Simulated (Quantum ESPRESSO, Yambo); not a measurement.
# Levels of theory for the gap of K₂BrOH

K₂BrOH (space group P2_1/m, No. 11): one geometry, one set of LDA (pw.x of Quantum ESPRESSO, ONCV potentials, scalar-relativistic) orbitals, self-energies from Yambo (2×2×1 Γ-centred k mesh, 337 bands and a 7 Ry block in the screening, 337 bands in G with the Bruneval-Gonze terminator, plasmon pole fitted at 27.2 eV).

The geometry is that of Materials Project entry mp-24589, symmetrised and not relaxed again.

```csv
level,gap Γ → Γ (eV),rough Yambo cost
LDA (Quantum ESPRESSO),3.23,–
exchange only (Hartree-Fock self-energy on LDA orbitals),13.05,about 1/40 (8 states)
static COHSEX@LDA,7.26,within a factor of two (2 states)
"G0W0@LDA, plasmon pole",5.95,1 (8 states)
```

Bare exchange has no screening and gives the widest gap; static COHSEX screens it but leaves out the frequency dependence, which G0W0 restores.

Costs are rough ratios of core time on shared machines.

Nearest settings tried, and what they do to the gap: 215 bands in G: -4 meV; 215 bands in W, 215 bands in G: -8 meV; 6 Ry block (395 vectors against 513): -35 meV; 1×2×1 mesh: -141 meV. So the settings aren't converged at that level. The k mesh is coarse.

Spin-orbit splittings are left out.

The structure is a Materials Project entry; no match was found in the copy of COD used, and its stability was not checked.
